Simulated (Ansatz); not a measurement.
BaTiO3:
```xyz
5
Lattice="0.0000 2.8580 -2.8738 0.0000 2.8580 2.8738 3.9637 0.0000 0.0000" Properties=species:S:1:pos:R:3 pbc="T T T"
Ba     0.0000     2.8580    -2.8451
Ti     1.9818     2.8580     0.1179
O      1.9818     4.2473     1.3433
O      1.9818     1.4688     1.3433
O      0.0000     2.8580    -0.0750
```

Relaxed with r²SCAN. Special points in fractions of this cell's reciprocal vectors: Γ (0.000, 0.000, 0.000); Y (-0.500, 0.500, 0.000); C0 (-0.497, 0.503, 0.000); Σ0 (0.497, 0.497, 0.000); Z (0.000, 0.000, 0.500); A0 (0.497, 0.497, 0.500); E0 (-0.497, 0.503, 0.500); T (-0.500, 0.500, 0.500); S (0.000, 0.500, 0.000); R (0.000, 0.500, 0.500).

Problem. List the band energies nearest the valence-band maximum at these points for the program Ansatz at the r²SCAN with spin–orbit coupling level (PAW).

Solution. In eV from the valence-band maximum; about four levels below and three above (degenerate sets whole), none deeper than 8.9 eV; points with the same levels are listed once.

| k | below | above |
|---|---|---|
| Γ | -0.48 -0.48 -0.41 -0.41 | 2.65 2.65 2.88 2.88 |
| Y | -0.81 -0.81 -0.26 -0.26 | 4.12 4.12 4.18 4.18 |
| Z | -1.22 -1.22 -1.10 -1.10 | 3.03 3.03 4.06 4.06 |
| A0 | -0.03 -0.03 0.00 0.00 | 4.65 4.65 4.69 4.69 |
| S | -0.97 -0.97 -0.79 -0.79 | 2.86 2.86 4.11 4.11 |
| R | -0.86 -0.86 -0.05 -0.05 | 4.17 4.17 4.19 4.19 |

Space group Amm2. This is a known low-temperature phase of the composition, computed here at zero pressure and temperature. Symmetry was held in the r²SCAN relaxation; its stability against distortions is not shown here. The run is not spin-polarised.

Potentials: the later of the program's two PAW sets.
